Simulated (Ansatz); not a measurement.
Below is a relaxed structure of NbAl2. The cell was found from a structure generator's guess, not taken from experiment.

Computed with DFT PBE, scalar-relativistic, plane waves, PAW (Ansatz). Cutoff 420 eV, Γ-centred mesh, Gaussian smearing, no spin polarisation.

```
Al Nb
1.0
     2.94780    0.00000    0.00000
    -1.15184    5.36288    0.00000
    -0.49784   -1.58651    6.36120
Al Nb
4 2
Direct
  0.18978 0.39219 0.63848
  0.11075 0.26992 0.02913
  0.81022 0.60781 0.36152
  0.88925 0.73008 0.97087
  0.57388 0.05649 0.30526
  0.42612 0.94351 0.69474
```

Formation energies are uncorrected and refer to the elements' standard structures at the same level.

(1) What space group does it have?

(2) How far does it lie from the elements in energy?

(3) Is it a metal?

Results:

(1) P-1 (No. 2), with Al and Nb ordered on hcp sites. Conventional cell: a = 2.948 Å, b = 5.485 Å, c = 6.575 Å, α = 102.7°, β = 94.3°, γ = 102.1°. Al on its first site has 7 Al at 2.68–2.95 Å and 5 Nb at 2.78–3.08 Å; Al on its second site has 4 Nb at 2.79–2.86 Å, 7 Al at 2.81–2.95 Å and 1 Al at 3.15 Å; Nb is surrounded by 9 Al at 2.78–3.08 Å and 3 Nb at 2.81–2.95 Å.

(2) −0.20 eV/atom. A negative formation energy is needed for stability but isn't enough: competing phases decide.

(3) Yes, bands cross the Fermi level on the 14×8×6 mesh.

The last run used a 14×8×6 mesh (in the run's order of axes) for its 6-atom cell and Gaussian smearing of 0.10 eV. This cell was reached by moving the atoms of another relaxed cell at random and relaxing again, last within the group found; it had no such test of its own.
